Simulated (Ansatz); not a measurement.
## YS: stationary points along a deformation path

Computed with DFT PBEsol, scalar-relativistic, plane waves, PAW in Ansatz 0.2.0. The runs took a 420 eV cutoff, a Γ-centred 16×16×16 mesh and Gaussian smearing (0.15 eV). No spin polarisation. Energies are free energies at this smearing, counted from the undisturbed cell; pressure is positive in compression.

The undisturbed cell (as given, not relaxed at this level; it stands at -1.5 GPa, and it needn't be the usual structure):

```yaml
crystal:
  lattice:
    - [0.00000, 2.74365, 2.74365]
    - [2.74365, 0.00000, 2.74365]
    - [2.74365, 2.74365, 0.00000]
  atoms:
    - { symbol: Y, position: [0.50000, 0.50000, 0.50000] }
    - { symbol: S, position: [0.00000, 0.00000, 0.00000] }
```

At fixed volume and fractional coordinates, lengths along (0.577, 0.577, 0.577) are scaled against those across it; ρ is that ratio over its starting value. V = 20.653 Å³/atom. Δσ is the stress along the axis less the mean stress across it (compression positive).

```csv
ρ,ΔE (meV/atom),Δσ (GPa),space group
0.500,392.4,0.00,Pm-3m
0.600,384.3,4.14,R-3m
0.710,252.9,12.69,R-3m
0.850,65.5,9.35,R-3m
0.930,12.5,4.20,R-3m
1.000,0.0,0.00,Fm-3m
1.080,12.6,-3.92,R-3m
1.200,79.0,-11.22,R-3m
1.410,344.1,-28.39,R-3m
1.700,1011.2,-50.31,R-3m
2.000,1661.2,-46.38,R-3m
```

Question: How does the stress give the slope of the energy, and where is the energy stationary?

Answer: Along the path d ln(length) is 2/3 d ln ρ on the axis and −1/3 d ln ρ across it, so dE/d ln ρ = −(2/3) V Δσ: the energy falls with ρ where Δσ is positive. Δσ vanishes or changes sign at ρ = 0.500 (Pm-3m, an end of the scan), at 392.4 meV/atom; at ρ = 1.000 (Fm-3m), a minimum at 0.0 meV/atom. Pairs of stationary points between two samples would go unseen, and could change a minimum read from distant neighbours into a maximum. At ρ = 0.500, 1.000 the cell is cubic, where symmetry alone makes the stress isotropic and the slope zero.

Question: Which shear constant sets the curvature at ρ = 1?

Answer: For a cubic crystal E/V = (2/3) C (ln ρ)² with C = C44, so Δσ = −2C ln ρ. The parabola of Δσ against ln ρ through ρ = 0.930, 1 and 1.080 gives C ≈ 27 GPa with the ions clamped, rough because the steps are large. It is the stress–strain coefficient at this cell's pressure of -1.5 GPa, not the zero-pressure constant.

In a metal these slopes depend on the k mesh and the smearing.